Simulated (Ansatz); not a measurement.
Ir, beta-Sn type: geometry optimisation

Level of theory: DFT, BLYP, plane waves (420 eV) with PAW, scalar-relativistic in Ansatz 0.2.0. (PAW data from PBE, frozen cores regenerated.)

k-point mesh 14×14×9, Fermi-Dirac smearing 0.1 eV, no spin polarisation. Cell and atoms relax.

Starting structure:

```yaml
crystal:
  lattice:
    - [-2.3872555793, 2.3872555793, 1.3034415463]
    - [2.3872555793, -2.3872555793, 1.3034415463]
    - [2.3872555793, 2.3872555793, -1.3034415463]
  atoms:
    - { symbol: Ir, position: [0.0, 0.0, 0.0] }
    - { symbol: Ir, position: [0.75, 0.25, 0.5] }
hamiltonian:
  xc: blyp
  pseudopotentials:
    kind: paw
    azcp:
      Ir: "pseudopotentials/Ir.paw.azcp"
basis:
  ecutwfc: 420
  fft_grid_basis: typed
kpoints:
  mp_grid: { grid: [14, 14, 9], shift: [0, 0, 0] }
magnetization:
  spin_polarized: false
scf:
  occupations: { method: fermi_dirac, width: 0.1 }
relax:
  max_steps: 60
  f_tol: 0.01
  cell: {}
output:
  write_density: true
  write_potential: true
  elf: true
  volumetric_format: npy
```

Q: What cell does the relaxation end in?

A: Cmcm with a = 2.722 Å, b = 6.792 Å, c = 3.603 Å; 16.66 Å³ per atom against 14.86 at the start (12.1 %).

The cell has left the beta-Sn structure type; it ends in Cmcm.

Q: How much energy does the relaxation gain?

A: 471.2 meV per atom.

Path of the relaxation (the plane waves are chosen anew near the end, which can shift the energy a little):

```json
{"step": "0", "E − E(final) (meV/atom)": "471.23", "V (Å³/atom)": "14.857", "P (GPa)": "45.13", "max force (eV/Å)": "0.002"}
{"step": "1", "E − E(final) (meV/atom)": "200.61", "V (Å³/atom)": "16.668", "P (GPa)": "5.54", "max force (eV/Å)": "0.001"}
{"step": "2", "E − E(final) (meV/atom)": "189.97", "V (Å³/atom)": "16.969", "P (GPa)": "1.22", "max force (eV/Å)": "0.001"}
{"step": "3", "E − E(final) (meV/atom)": "187.07", "V (Å³/atom)": "17.085", "P (GPa)": "0.01", "max force (eV/Å)": "0.000"}
{"step": "4", "E − E(final) (meV/atom)": "187.05", "V (Å³/atom)": "17.083", "P (GPa)": "0.01", "max force (eV/Å)": "0.000"}
{"step": "5", "E − E(final) (meV/atom)": "186.92", "V (Å³/atom)": "17.076", "P (GPa)": "0.06", "max force (eV/Å)": "0.000"}
{"step": "6", "E − E(final) (meV/atom)": "184.51", "V (Å³/atom)": "17.064", "P (GPa)": "-0.02", "max force (eV/Å)": "0.000"}
{"step": "7", "E − E(final) (meV/atom)": "158.42", "V (Å³/atom)": "16.963", "P (GPa)": "-0.36", "max force (eV/Å)": "0.063"}
{"step": "8", "E − E(final) (meV/atom)": "111.27", "V (Å³/atom)": "16.773", "P (GPa)": "-0.44", "max force (eV/Å)": "0.156"}
{"step": "9", "E − E(final) (meV/atom)": "67.33", "V (Å³/atom)": "16.477", "P (GPa)": "1.10", "max force (eV/Å)": "0.158"}
{"step": "10", "E − E(final) (meV/atom)": "59.29", "V (Å³/atom)": "16.489", "P (GPa)": "-0.52", "max force (eV/Å)": "0.066"}
{"step": "11", "E − E(final) (meV/atom)": "59.14", "V (Å³/atom)": "16.417", "P (GPa)": "1.28", "max force (eV/Å)": "0.077"}
{"step": "12", "E − E(final) (meV/atom)": "58.46", "V (Å³/atom)": "16.500", "P (GPa)": "-0.49", "max force (eV/Å)": "0.006"}
{"step": "13", "E − E(final) (meV/atom)": "58.40", "V (Å³/atom)": "16.471", "P (GPa)": "-0.04", "max force (eV/Å)": "0.001"}
{"step": "14", "E − E(final) (meV/atom)": "58.39", "V (Å³/atom)": "16.469", "P (GPa)": "0.00", "max force (eV/Å)": "0.000"}
{"step": "15", "E − E(final) (meV/atom)": "21.44", "V (Å³/atom)": "16.469", "P (GPa)": "3.56", "max force (eV/Å)": "0.003"}
{"step": "16", "E − E(final) (meV/atom)": "6.13", "V (Å³/atom)": "16.555", "P (GPa)": "1.82", "max force (eV/Å)": "0.004"}
{"step": "17", "E − E(final) (meV/atom)": "0.09", "V (Å³/atom)": "16.660", "P (GPa)": "-0.09", "max force (eV/Å)": "0.001"}
{"step": "18", "E − E(final) (meV/atom)": "0.08", "V (Å³/atom)": "16.654", "P (GPa)": "0.02", "max force (eV/Å)": "0.000"}
{"step": "19", "E − E(final) (meV/atom)": "0.00", "V (Å³/atom)": "16.654", "P (GPa)": "0.02", "max force (eV/Å)": "0.000"}
{"step": "20", "E − E(final) (meV/atom)": "0.00", "V (Å³/atom)": "16.655", "P (GPa)": "0.00", "max force (eV/Å)": "0.000"}
{"step": "21", "E − E(final) (meV/atom)": "0.00", "V (Å³/atom)": "16.655", "P (GPa)": "0.00", "max force (eV/Å)": "0.000"}
```

The k-point mesh keeps fewer symmetry operations than the starting structure has, so the cell can leave it.
